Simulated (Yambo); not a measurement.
# How GW settings move the gap: PbTe

G0W0@PBEsol for PbTe (rock salt, space group Fm-3m, No. 225) in Yambo. Reference settings: 4×4×4 Γ-centred k mesh, 131 bands and a 8 Ry block in the screening, 131 bands in G with the Bruneval-Gonze terminator, plasmon pole fitted at 27.2 eV. The PBEsol gap L → L on this mesh is 0.74 eV; G0W0 gaps are taken between the same points.

| change from the reference | G0W0 gap L → L (eV) | shift of the valence edge (eV) | rough Yambo cost |
|---|---|---|---|
| reference settings | 1.18 | -0.74 | 1 |
| 47 bands in G | 1.18 | -0.68 | – |
| wavefunctions cut at 25 Ry | 1.22 | -0.77 | about 1/3 |
| no point-group symmetry | 1.18 | -0.74 | about 4× |
| 47 bands in G, no terminator | 1.07 | -0.25 | – |
| no terminator | 1.15 | -0.65 | – |

The reference isn't shown to be the converged limit. Costs are rough (shared machines), scaled to the same edge states, and given only for runs that recompute the screening.

Spin-orbit coupling is left out; with 6p states at a band edge it can lower the gap by many tenths of an eV, most of a small gap.

The standard potentials for Pb, Te keep a d shell in the valence without the s and p states of that shell. In tests on such compounds this moved G0W0 gaps by up to about 0.9 eV, so absolute quasiparticle energies here are unreliable; differences between settings are what counts.

Geometry of the Materials Project entry, not relaxed at this level; primitive cell a = b = c = 4.6257 Å, α = β = γ = 60.00°.

A shift is the quasiparticle energy of the state minus its PBEsol energy.
